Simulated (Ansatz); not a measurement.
Ba2YHO3:
```
Ba2YHO3
1.0
   -2.20701     2.20701     6.79869
    2.20701    -2.20701     6.79869
    2.20701     2.20701    -6.79869
Y O H Ba
1 3 1 2
Direct
  0.01166   0.01166   0.00000
  0.49227   0.99227   0.50000
  0.99227   0.49227   0.50000
  0.17252   0.17252   0.00000
  0.83077   0.83077   0.00000
  0.36341   0.36341   0.00000
  0.63712   0.63712   0.00000
```

Relaxed with PBE. Special points in fractions of this cell's reciprocal vectors: Γ (0.000, 0.000, 0.000); X (0.000, 0.000, 0.500); P (0.250, 0.250, 0.250); N (0.000, 0.500, 0.000); M (0.500, 0.500, -0.500); S (0.276, 0.724, -0.276); S0 (-0.276, 0.276, 0.276); R (-0.053, 0.053, 0.500); G (0.500, 0.500, -0.053).

Q: List the band energies nearest the valence-band maximum at these points for the program Ansatz at the PBE level (PAW).

A: In eV from the valence-band maximum; about four levels below and three above (degenerate sets whole), none deeper than 8.9 eV; points with the same levels are listed once.

```
k                          below           above
-  -----------------------------  --------------
Γ  -0.46 -0.46 -0.43 -0.09 -0.09  4.36 4.48 4.53
X        -0.51 -0.35 -0.34 -0.17  4.25 4.66 5.45
P        -0.42 -0.42 -0.42 -0.17  4.43 4.43 5.48
N        -0.62 -0.49 -0.38 -0.23  3.79 4.58 5.26
M  -0.38 -0.38 -0.13 -0.10 -0.10  3.73 4.43 4.43
S        -0.76 -0.54 -0.37 -0.15  3.81 4.57 5.37
R        -0.54 -0.39 -0.33 -0.17  4.28 4.59 5.46
```

Space group I4mm. The start of the workflow was typed in or built on a structure type; neither database checked (COD, Materials Project) lists it. Its standing as an ambient phase is unchecked. The cell was relaxed with PBE under the symmetry of its start; its stability against distortions is not shown here. No spin polarisation was allowed. Spin–orbit coupling is left out wherever it is not named.

Potentials: the earlier of the program's two PAW sets.
